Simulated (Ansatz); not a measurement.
Ansatz (an electronic-structure program) input:

Ansatz 0.2 input:
```yaml
crystal:
  lattice:
    - [4.382919193, 0.0, 0.0]
    - [-2.1914595965, 3.7957193639, 0.0]
    - [0.0, 0.0, 7.1536867901]
  atoms:
    - { symbol: Cd, position: [0.6666666667, 0.3333333333, 0.000479407] }
    - { symbol: Cd, position: [0.3333333333, 0.6666666667, 0.500479407] }
    - { symbol: Se, position: [0.6666666667, 0.3333333333, 0.624720593] }
    - { symbol: Se, position: [0.3333333333, 0.6666666667, 0.124720593] }
kpoints:
  mp_grid: { grid: [7, 7, 4] }
hamiltonian:
  xc: pbe
  pseudopotentials: { kind: paw }
scf:
  occupations: { method: fixed }
elastic: { mode: relaxed_ion, stencil: two_point, amplitude: 0.005, f_tol: 0.0005 }
output: { polarization: {} }
```

Output (shortened):

```
Pseudopotential: Cd, paw, valence charge 20
Pseudopotential: Se, paw, valence charge 16
Functional definition: PBE
Crystal: 4 atoms, lattice volume = 119.011 Å³
Basis set: ecut = 420 eV, 2333 PW (Γ), exchange–correlation on 60×60×100 points (8 copies of the dense FFT grid, shifted against one another)
Bands: 44, of which v1, the nominal top of the filled ones, is band 36 counted from 1 (35 counted from 0)
Symmetry: 12 space group operations
Space group: P63mc (ITA 186), of the structure as read, at distance tolerance 4.9e-5 Å
k-points: 24 of 196 (time reversal used)
SCF 1 converged in 11 iterations: F = -27449.587391 eV  dr2 = 9.69e-14
Crystal: 4 atoms, lattice volume = 118.416 Å³
Basis set: ecut = 420 eV, 2313 PW (Γ), exchange–correlation on 60×60×100 points (8 copies of the dense FFT grid, shifted against one another)
Symmetry: 4 space group operations
k-points: 48 of 196 (time reversal used)
SCF 2 converged in 12 iterations: F = -27449.586554 eV  dr2 = 3.92e-14
relax step   1: F+E_penalty+E_count = -27449.58655367 eV  Δ(F+E_penalty+E_count) = +0.000e0 eV  max|allowed force component| = 2.723e-2 eV/Å  Δτ_max = 0.0000 Å  (12 SCF iters, accepted)
Crystal: 4 atoms, lattice volume = 118.416 Å³
SCF 3 converged in 10 iterations: F = -27449.586748 eV  dr2 = 8.22e-14
relax step   2: F+E_penalty+E_count = -27449.58674796 eV  Δ(F+E_penalty+E_count) = -1.943e-4 eV  max|allowed force component| = 7.478e-3 eV/Å  Δτ_max = 0.0090 Å  (10 SCF iters, accepted)
Crystal: 4 atoms, lattice volume = 118.416 Å³
SCF 4 converged in 10 iterations: F = -27449.586760 eV  dr2 = 1.66e-14
relax step   3: F+E_penalty+E_count = -27449.58676013 eV  Δ(F+E_penalty+E_count) = -1.217e-5 eV  max|allowed force component| = 2.877e-4 eV/Å  Δτ_max = 0.0022 Å  (10 SCF iters, accepted)
Crystal: 4 atoms, lattice volume = 118.416 Å³
SCF 5 converged in 10 iterations: F = -27449.586760 eV  dr2 = 1.39e-16
Crystal: 4 atoms, lattice volume = 119.606 Å³
SCF 6 converged in 12 iterations: F = -27449.586624 eV  dr2 = 3.19e-14
relax step   1: F+E_penalty+E_count = -27449.58662383 eV  Δ(F+E_penalty+E_count) = +0.000e0 eV  max|allowed force component| = 2.577e-2 eV/Å  Δτ_max = 0.0000 Å  (12 SCF iters, accepted)
Crystal: 4 atoms, lattice volume = 119.606 Å³
SCF 7 converged in 10 iterations: F = -27449.586800 eV  dr2 = 9.66e-14
relax step   2: F+E_penalty+E_count = -27449.58679970 eV  Δ(F+E_penalty+E_count) = -1.759e-4 eV  max|allowed force component| = 7.484e-3 eV/Å  Δτ_max = 0.0090 Å  (10 SCF iters, accepted)
Crystal: 4 atoms, lattice volume = 119.606 Å³
SCF 8 converged in 10 iterations: F = -27449.586813 eV  dr2 = 2.36e-14
relax step   3: F+E_penalty+E_count = -27449.58681261 eV  Δ(F+E_penalty+E_count) = -1.292e-5 eV  max|allowed force component| = 3.745e-4 eV/Å  Δτ_max = 0.0028 Å  (10 SCF iters, accepted)
Crystal: 4 atoms, lattice volume = 119.606 Å³
SCF 9 converged in 10 iterations: F = -27449.586813 eV  dr2 = 1.33e-16
Crystal: 4 atoms, lattice volume = 118.416 Å³
Basis set: ecut = 420 eV, 2321 PW (Γ), exchange–correlation on 60×60×100 points (8 copies of the dense FFT grid, shifted against one another)
SCF 10 converged in 12 iterations: F = -27449.586476 eV  dr2 = 6.15e-14
relax step   1: F+E_penalty+E_count = -27449.58647581 eV  Δ(F+E_penalty+E_count) = +0.000e0 eV  max|allowed force component| = 2.952e-2 eV/Å  Δτ_max = 0.0000 Å  (12 SCF iters, accepted)
Crystal: 4 atoms, lattice volume = 118.416 Å³
SCF 11 converged in 10 iterations: F = -27449.586688 eV  dr2 = 2.34e-14
relax step   2: F+E_penalty+E_count = -27449.58668801 eV  Δ(F+E_penalty+E_count) = -2.122e-4 eV  max|allowed force component| = 7.621e-4 eV/Å  Δτ_max = 0.0037 Å  (10 SCF iters, accepted)
Crystal: 4 atoms, lattice volume = 118.416 Å³
SCF 12 converged in 8 iterations: F = -27449.586688 eV  dr2 = 2.60e-14
relax step   3: F+E_penalty+E_count = -27449.58668815 eV  Δ(F+E_penalty+E_count) = -1.445e-7 eV  max|allowed force component| = 1.168e-5 eV/Å  Δτ_max = 0.0001 Å  (8 SCF iters, accepted)
Crystal: 4 atoms, lattice volume = 118.416 Å³
SCF 13 converged in 10 iterations: F = -27449.586688 eV  dr2 = 1.47e-16
Crystal: 4 atoms, lattice volume = 119.606 Å³
Basis set: ecut = 420 eV, 2335 PW (Γ), exchange–correlation on 60×60×100 points (8 copies of the dense FFT grid, shifted against one another)
SCF 14 converged in 12 iterations: F = -27449.586541 eV  dr2 = 3.00e-14
relax step   1: F+E_penalty+E_count = -27449.58654115 eV  Δ(F+E_penalty+E_count) = +0.000e0 eV  max|allowed force component| = 2.662e-2 eV/Å  Δτ_max = 0.0000 Å  (12 SCF iters, accepted)
Crystal: 4 atoms, lattice volume = 119.606 Å³
SCF 15 converged in 11 iterations: F = -27449.586728 eV  dr2 = 9.40e-15
relax step   2: F+E_penalty+E_count = -27449.58672829 eV  Δ(F+E_penalty+E_count) = -1.871e-4 eV  max|allowed force component| = 1.174e-3 eV/Å  Δτ_max = 0.0037 Å  (11 SCF iters, accepted)
Crystal: 4 atoms, lattice volume = 119.606 Å³
SCF 16 converged in 8 iterations: F = -27449.586729 eV  dr2 = 5.17e-14
relax step   3: F+E_penalty+E_count = -27449.58672865 eV  Δ(F+E_penalty+E_count) = -3.572e-7 eV  max|allowed force component| = 1.734e-5 eV/Å  Δτ_max = 0.0002 Å  (8 SCF iters, accepted)
Crystal: 4 atoms, lattice volume = 119.606 Å³
SCF 17 converged in 10 iterations: F = -27449.586729 eV  dr2 = 1.04e-16
Crystal: 4 atoms, lattice volume = 119.010 Å³
Basis set: ecut = 420 eV, 2329 PW (Γ), exchange–correlation on 60×60×100 points (8 copies of the dense FFT grid, shifted against one another)
Symmetry: 2 space group operations
k-points: 60 of 196 (time reversal used)
SCF 18 converged in 11 iterations: F = -27449.587222 eV  dr2 = 9.94e-14
relax step   1: F+E_penalty+E_count = -27449.58722163 eV  Δ(F+E_penalty+E_count) = +0.000e0 eV  max|allowed force component| = 1.528e-2 eV/Å  Δτ_max = 0.0000 Å  (11 SCF iters, accepted)
Crystal: 4 atoms, lattice volume = 119.010 Å³
SCF 19 converged in 10 iterations: F = -27449.587276 eV  dr2 = 6.21e-14
relax step   2: F+E_penalty+E_count = -27449.58727600 eV  Δ(F+E_penalty+E_count) = -5.437e-5 eV  max|allowed force component| = 1.133e-3 eV/Å  Δτ_max = 0.0020 Å  (10 SCF iters, accepted)
Crystal: 4 atoms, lattice volume = 119.010 Å³
SCF 20 converged in 8 iterations: F = -27449.587276 eV  dr2 = 5.14e-14
relax step   3: F+E_penalty+E_count = -27449.58727630 eV  Δ(F+E_penalty+E_count) = -3.006e-7 eV  max|allowed force component| = 1.272e-5 eV/Å  Δτ_max = 0.0001 Å  (8 SCF iters, accepted)
Crystal: 4 atoms, lattice volume = 119.010 Å³
SCF 21 converged in 10 iterations: F = -27449.587276 eV  dr2 = 1.32e-16
Crystal: 4 atoms, lattice volume = 119.010 Å³
SCF 22 converged in 12 iterations: F = -27449.587222 eV  dr2 = 1.05e-14
relax step   1: F+E_penalty+E_count = -27449.58722163 eV  Δ(F+E_penalty+E_count) = +0.000e0 eV  max|allowed force component| = 1.528e-2 eV/Å  Δτ_max = 0.0000 Å  (12 SCF iters, accepted)
Crystal: 4 atoms, lattice volume = 119.010 Å³
SCF 23 converged in 10 iterations: F = -27449.587276 eV  dr2 = 6.20e-14
relax step   2: F+E_penalty+E_count = -27449.58727600 eV  Δ(F+E_penalty+E_count) = -5.437e-5 eV  max|allowed force component| = 1.133e-3 eV/Å  Δτ_max = 0.0020 Å  (10 SCF iters, accepted)
Crystal: 4 atoms, lattice volume = 119.010 Å³
SCF 24 converged in 8 iterations: F = -27449.587276 eV  dr2 = 5.12e-14
relax step   3: F+E_penalty+E_count = -27449.58727630 eV  Δ(F+E_penalty+E_count) = -3.006e-7 eV  max|allowed force component| = 1.272e-5 eV/Å  Δτ_max = 0.0001 Å  (8 SCF iters, accepted)
Crystal: 4 atoms, lattice volume = 119.010 Å³
SCF 25 converged in 10 iterations: F = -27449.587276 eV  dr2 = 1.32e-16
SCF converged after 11 iterations
Free energy (F): -27449.587391 eV
Harris-Foulkes:  -27449.587391 eV  (|F-HF|=7.28e-12)
Internal energy: -27449.587391 eV  (E = F + TS)
E sigma→0 (E₀):  -27449.587391 eV
Fermi energy:    6.697051 eV
--- Per-component energies (eV) ---
  E_band       = -1827.192830
  E_kinetic    = 1245.604808
  E_local      = -13035.417712  (includes V_loc(G=0)·N_el)
  E_nonlocal   = -1124.275456
  E_hartree    = 6184.354489
  E_xc         = -561.039422
  E_vxc        = -638.417715  (∫ρ·V_xc dr)
  E_paw        = -11989.833682  (= ΣΔE_a)
  E_vpaw       = -643.394506  (= ΣTr[D̂ρ^β])
  E_aug_tail   = -0.001227  (compensation charges beyond the density's cutoff)
  E_ewald      = -8168.979188
  E_smearing   =  0.000000  (= −TS)
  E_closure    = 0.000000  (closes the sum)
  Σ components = -27449.587391   (vs F -27449.587391, Δ=0.00e0)
--- Forces (eV/Å), atoms counted from 1 ---
  atom   1  Cd     0.00000000     0.00000000    -0.00011086
  atom   2  Cd     0.00000000     0.00000000    -0.00011086
  atom   3  Se     0.00000000     0.00000000     0.00011093
  atom   4  Se     0.00000000     0.00000000     0.00011093
  max |Σ_I F_I| component: 1.36e-7 eV/Å
--- Stress (GPa, compression-positive) ---
        0.004703       0.000000       0.000000
        0.000000       0.004703       0.000000
        0.000000       0.000000       0.004182
  P = ⅓ Tr σ = 0.0045 GPa (0.045 kbar)
--- Band table (eV; the first three rows and the last of 24) ---
  k-point 0: bands = ["-94.8364", "-94.8364", "-55.9051", "-55.9051", "-55.9051", "-55.9051", "-55.9050", "-55.9048", "-39.8458", "-39.8458", "-39.8453", "-39.8453", "-39.8452", "-39.8452", "-39.8426", "-39.8426", "-39.8426", "-39.8426", "-5.6023", "-5.2720", …
  k-point 1: bands = ["-94.8364", "-94.8364", "-55.9051", "-55.9051", "-55.9051", "-55.9051", "-55.9050", "-55.9049", "-39.8458", "-39.8458", "-39.8453", "-39.8453", "-39.8452", "-39.8452", "-39.8426", "-39.8426", "-39.8426", "-39.8426", "-5.5536", "-5.3197", …
  k-point 2: bands = ["-94.8364", "-94.8364", "-55.9051", "-55.9051", "-55.9051", "-55.9051", "-55.9049", "-55.9049", "-39.8458", "-39.8458", "-39.8453", "-39.8453", "-39.8453", "-39.8453", "-39.8426", "-39.8426", "-39.8426", "-39.8426", "-5.4362", "-5.4362", …
  k-point 23: bands = ["-94.8364", "-94.8364", "-55.9052", "-55.9052", "-55.9052", "-55.9052", "-55.9049", "-55.9049", "-39.8458", "-39.8458", "-39.8453", "-39.8453", "-39.8453", "-39.8453", "-39.8426", "-39.8426", "-39.8426", "-39.8426", "-5.2014", …
--- Elastic constants: 3 strain directions × 2 members + reference (group order 12) ---
  dense FFT box of the reference and of every strained cell: 30×30×50
  strains applied: 11, 33, 23; error gains …
  C = ∂σ_k/∂η_j (tension-positive GPa; Voigt order 11 22 33 23 13 12):
        65.433     37.242     30.678      0.000      0.000      0.000
        37.242     65.433     30.678      0.000      0.000      0.000
        30.673     30.673     73.474      0.000      0.000      0.000
         0.000      0.000      0.000     12.669      0.000      0.000
         0.000      0.000      0.000      0.000     12.669      0.000
         0.000      0.000      0.000      0.000      0.000     14.096
  reference stress σ⁰ (GPa):     -0.005     -0.005     -0.004      0.000      0.000      0.000
  moduli (Voigt/Reuss/Hill, GPa): K = 44.61/44.61/44.61   G = 14.94/14.41/14.67   E = 39.67   ν = 0.352
  mechanically stable: yes (min eigenvalue of sym C = 12.67 GPa)
  e, the proper piezoelectric tensor (elastic.mode: relaxed_ion; C/m²; rows x y z; Voigt order 11 22 33 23 13 12):
       0.00000    0.00000    0.00000    0.00000    0.04911    0.00000
       0.00000    0.00000    0.00000    0.04911    0.00000    0.00000
       0.09112    0.09112   -0.12664    0.00000    0.00000    0.00000
  ±, each entry's uncertainty from the finite density of the strings (C/m²), an estimate: the size of the correction for it that the entry includes:
       0.00000    0.00000    0.00000    0.00000    0.00441    0.00000
       0.00000    0.00000    0.00000    0.00441    0.00000    0.00000
       0.00657    0.00657    0.00129    0.00000    0.00000    0.00000
  strain η (Voigt 11):  stress-route row diagonal C_11 = 65.43 GPa, energy-path curvature d²(F+E_count+ΔE)/dδ²/Ω₀ = 65.48 GPa
         δ    σ_11 (GPa)             F (eV)   n_scf  n_hpsi   n_pw
    -5.000e-3      -0.3343      -27449.5867601      10   33541   2352   relax 3 steps, max|allowed force component| 2.88e-4 eV/Å
     5.000e-3       0.3201      -27449.5868126      10   33592   2372   relax 3 steps, max|allowed force component| 3.75e-4 eV/Å
  strain η (Voigt 33):  stress-route row diagonal C_33 = 73.47 GPa, energy-path curvature d²(F+E_count+ΔE)/dδ²/Ω₀ = 73.50 GPa
         δ    σ_33 (GPa)             F (eV)   n_scf  n_hpsi   n_pw
    -5.000e-3      -0.3740      -27449.5866882      10   16783   2340   relax 3 steps, max|allowed force component| 1.17e-5 eV/Å
     5.000e-3       0.3607      -27449.5867286      10   16845   2370   relax 3 steps, max|allowed force component| 1.73e-5 eV/Å
  strain η (Voigt 23):  stress-route row diagonal C_44 = 12.67 GPa, energy-path curvature d²(F+E_count+ΔE)/dδ²/Ω₀ = 12.69 GPa
         δ    σ_23 (GPa)             F (eV)   n_scf  n_hpsi   n_pw
    -5.000e-3      -0.0633      -27449.5872763      10   41902   2357   relax 3 steps, max|allowed force component| 1.27e-5 eV/Å
     5.000e-3       0.0633      -27449.5872763      10   41905   2357   relax 3 steps, max|allowed force component| 1.27e-5 eV/Å
--- Formal polarisation (Berry phase): one branch of a lattice of values; only differences between neighbouring runs are physical ---
  axis  mesh            electronic          ionic      p = total  spread (rad)  least overlap  resolved gap  δp at fixed H ≤   (phases in cycles; p mod 2 …
  b1    7×7×4           0.00000000    36.00000000    36.00000000      0.000000         0.7917        0.5429           1.4e-5
  b2    7×7×4           0.00000000    36.00000000    36.00000000      0.000000         0.7917        0.5429           1.4e-5
  b3    7×7×4          -0.50255088    22.01023526    21.50768437      0.157330         0.8016        0.5429           1.1e-5
  quantum along a1:   0.07365564 e/Å² =   118.009338 µC/cm²
  quantum along a2:   0.07365564 e/Å² =   118.009338 µC/cm²
  quantum along a3:   0.12021881 e/Å² =   192.611774 µC/cm²
  P = (  0.66290072,   1.14817772,   1.29281415) e/Å² = ( 1062.084038,  1839.583516,  2071.316616) µC/cm²  (mod the quanta)
```

Cost: very roughly 10 core-minutes on shared cores.

Space group P6_3mc (wurtzite). The cell was relaxed with PBE under the symmetry of its start; phonons on a q-mesh show no instability. Spin–orbit coupling is left out wherever it is not named.

Potentials: the later of the program's two PAW sets.

Ansatz is a plane-wave DFT program.
